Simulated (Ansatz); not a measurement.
Relaxed AlN (wurtzite):

```xyz
4
Lattice="3.1303 0.0000 0.0000 -1.5651 2.7109 0.0000 0.0000 0.0000 5.0180" Properties=species:S:1:pos:R:3 pbc="T T T"
Al     1.5651     0.9036     0.0169
Al     0.0000     1.8073     2.5259
N      1.5651     0.9036     3.1203
N      0.0000     1.8073     0.6113
```

Level of theory: PBE (plane waves to 420 eV, PAW, scalar-relativistic; Ansatz, a first-principles code). k mesh 10×10×6 (Γ-centred), Fermi-Dirac smearing 0.05 eV. AlN was relaxed with its symmetry unable to fall.

One atom of the cell was then moved (with its periodic images), all else fixed, and the forces (eV/Å) came out as:

| atom | Fx | Fy | Fz |
|---|---|---|---|
| Al1 | -1.528 | 0.882 | 0.931 |
| Al2 | 0.079 | -0.045 | -0.534 |
| N3 | 0.202 | -0.117 | -0.356 |
| N4 | 1.248 | -0.720 | -0.041 |

Which atom was moved, and by which vector (Å)?

Al1, by (0.16, -0.09, -0.06), 0.19 Å in all.

(A displaced cell: forces are minus the slopes of the energy, force constants its curvatures, and phonons follow from these.)
